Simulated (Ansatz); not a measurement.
How far is PAW off for AlNi?

```
CELL_PARAMETERS angstrom
2.88100 0.00000 0.00000
0.00000 2.88100 0.00000
0.00000 0.00000 2.79457
ATOMIC_POSITIONS crystal
Al 0.00000 0.00000 0.00000
Ni 0.50000 0.50000 0.50000
```

Atoms are numbered in the order listed.

The cell comes from COD entry 9008802, which wasn't checked; take it as a given geometry. The listed cell was then made from it by scaling, straining or moving an atom.

All numbers are computed: DFT, PBEsol, PAW with Ansatz's default frozen-core files, scalar-relativistic (Ansatz 0.2.0); DFT, PBEsol, all-electron PAW with datasets made for the crystal, scalar-relativistic (Ansatz 0.2.0); DFT, PBEsol, all-electron LAPW, scalar-relativistic (Ansatz 0.2.0).

For PAW: a Γ-centred 13×13×13 k mesh, Fermi–Dirac smearing of 0.05 eV, cutoff 420 eV, spin-polarised from start moments Ni2 1.5 μB (the moments died away, and the run ended non-magnetic); the PAW files were made with PBE, and the program remakes their frozen cores for this functional. The crystal-made all-electron datasets (AE datasets) take a cutoff of 280 eV at this cell. LAPW targets a basis error of 0.5 meV/atom. The Ansatz runs share mesh, smearing and spin set-up. Plane-wave (PAW) pressures include the program's estimate of the Pulay term.

Stress and pressure are positive in compression.

In a metal, gradients converge slowly with the k mesh: the values move by tens of per cent from one mesh to another, at times in sign, so only the comparison on one mesh counts.

```json
{"quantity": "pressure (GPa)", "PAW": "1.92", "AE datasets": "1.86", "LAPW": "1.86"}
{"quantity": "stress xx (GPa)", "PAW": "0.73", "AE datasets": "0.67", "LAPW": "0.67"}
{"quantity": "stress zz (GPa)", "PAW": "4.32", "AE datasets": "4.25", "LAPW": "4.25"}
{"quantity": "field gradient Vzz at Ni2 (10²¹ V/m²)", "PAW": "-0.79", "AE datasets": "-0.81", "LAPW": "–"}
```

PAW's pressure differs from the LAPW value by +0.06 GPa. Datasets made for the crystal and LAPW share parts of one code, so their agreement isn't an independent check.
